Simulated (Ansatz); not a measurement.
System: MnSb, 4 atoms in the cell.

```yaml
crystal:
  lattice:
    - [4.13000, 0.00000, 0.00000]
    - [-2.06500, 3.57668, 0.00000]
    - [0.00000, 0.00000, 5.79000]
  atoms:
    - { symbol: Mn, position: [0.00000, 0.00000, 0.00000] }
    - { symbol: Mn, position: [0.00000, 0.00000, 0.50000] }
    - { symbol: Sb, position: [0.33333, 0.66667, 0.25000] }
    - { symbol: Sb, position: [0.66667, 0.33333, 0.75000] }
```
Lattice in Å, positions in fractions of it.

PBE with spin–orbit coupling, self-consistent for the magnetisation along z and along [1, 0, 0]; k-mesh 6×6×4 Γ-centred; Fermi–Dirac smearing of 0.1 eV; starting moments Mn1 4, Mn2 4 μB.

Q: Which of the two axes is easier, and how large is the anisotropy E(second axis) − E(z)?

A: The second axis, in all runs.

| run | anisotropy (meV/cell) | spin moment (μB) |
| --- | --- | --- |
| Ansatz all-electron LAPW | -0.56 | 6.67 |
| Ansatz PAW soft set 1, 420 eV | -0.55 | 6.67 |

The value is sensitive to the mesh, the smearing and the treatment of the coupling outside the atomic spheres.

The k-mesh is modest, so these values aren't fully converged in k. One magnetic order was tried; another may lie lower.
